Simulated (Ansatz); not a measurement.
All numbers below come from Ansatz, DFT PBE, scalar-relativistic, plane waves, PAW. All cells share a 420 eV cutoff and Γ-centred k meshes spaced about 0.3 Å⁻¹ or finer (0.25 for metals, 2π included). No spin polarisation.

Relaxed forms of Bi₂Te₂O₃:

Cell 1.

```
CELL_PARAMETERS angstrom
5.81477 -2.15077 0.00000
5.81477 2.15077 0.00000
-4.20815 0.00000 6.99285
ATOMIC_POSITIONS crystal
Bi 0.11145 0.11145 0.85408
Bi 0.88855 0.88855 0.14592
Te 0.69469 0.69469 0.36674
Te 0.30531 0.30531 0.63326
O 0.30746 0.30746 0.10813
O 0.69254 0.69254 0.89187
O 0.00000 0.00000 0.00000
```

Cell 2.

```
CELL_PARAMETERS angstrom
4.36066 0.00000 0.00000
-2.06454 5.67061 0.00000
-0.33571 -3.00323 7.32813
ATOMIC_POSITIONS crystal
Bi 0.11162 0.27116 0.84114
Bi 0.85356 0.73773 0.13888
Te 0.73279 0.42528 0.41745
Te 0.47018 0.70574 0.68518
O 0.29012 0.61037 0.08712
O 0.66285 0.36113 0.93076
O 0.87888 0.88859 0.89947
```

**Question.** Order them by Kohn–Sham gap, widest first, and say which is lowest in energy.

**Answer.** Gaps on the mesh: 0.90 eV for cell 2, none for cell 1. Lowest in energy is cell 2; cell 1 lies 43 meV/atom higher. The lowest form also has the widest gap. Counting O or Te atoms around Bi (for each partner element, those within 1.25 times its shortest distance or 1.15 times the sum of covalent radii, where it is the nearest in units of that sum or under 1.3; a plus sign parts groups by distance over the sum of covalent radii; a slash parts the counts of unlike sites): cell 1 (C2/m, 25.0 Å³/atom) has Bi 4+3+3 and Te–Te chains (shortest 2.85 Å); cell 2 (P1, 25.9 Å³/atom) has Bi 5+1/6 and Te–Te pairs (shortest 2.79 Å).

Gaps are read on each cell's k mesh and can be smaller between its points; Kohn–Sham gaps at this level usually fall short of measured ones, and a small gap can close altogether. Spin–orbit coupling, which can matter for Bi and Te, is left out. With atoms moved at random, cell 1 (by 43 meV/atom) fell into a lower structure and cell 2 came back. Some candidate types were left out of the draw beforehand, so a known form may be missing.
